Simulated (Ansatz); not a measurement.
In₂Te₃:
```cif
data_In4Te6
_chemical_formula_sum 'In4 Te6'
_space_group_name_H-M_alt 'Imm2'
_space_group_IT_number 44
_space_group_name_Hall 'I 2 -2'
_cell_length_a 4.36228
_cell_length_b 13.04141
_cell_length_c 6.15352
_cell_angle_alpha 90.000
_cell_angle_beta 90.000
_cell_angle_gamma 90.000
loop_
_atom_site_label
_atom_site_type_symbol
_atom_site_symmetry_multiplicity
_atom_site_Wyckoff_symbol
_atom_site_fract_x
_atom_site_fract_y
_atom_site_fract_z
_atom_site_occupancy
In1 In 4 d 0.00000 0.16029 0.23889 1
Te1 Te 4 d 0.00000 0.35447 0.03570 1
Te2 Te 2 a 0.00000 0.00000 0.95096 1
```
(The calculation used a cell of 5 atoms; values per cell refer to that cell.)

Relaxed with PBEsol. The program Ansatz at the PBEsol level (PAW) gives a gap of 0.10 eV.

Question: What gap does HSE06 give on the same cell (Ansatz, PAW)?

Answer: 0.90 eV, 0.80 eV more. The hybrid was solved on a coarser mesh and at special points; its gap is the smallest among all of these.

Cost on shared cores: the PBEsol run (SCF on a 8×8×8 mesh, then bands and DOS) about 6 core-minutes (a rough figure), the HSE06 run (SCF on 5×5×5, then a few points) very roughly 13 core-minutes; the tasks are unlike.

The workflow started from a Materials Project entry (that database holds measured and hypothetical structures alike); the Crystallography Open Database copy checked does not list it. COD files the formula under space group No. 216, so this cell is another polymorph or a model. Its standing as an ambient phase is unchecked. The cell was relaxed with PBEsol under the symmetry of its start; whether a distortion lowers the energy is not shown. Scalar-relativistic: spin–orbit coupling is off unless named, which matters more the heavier the elements.

Potentials: the later of the program's two PAW sets.
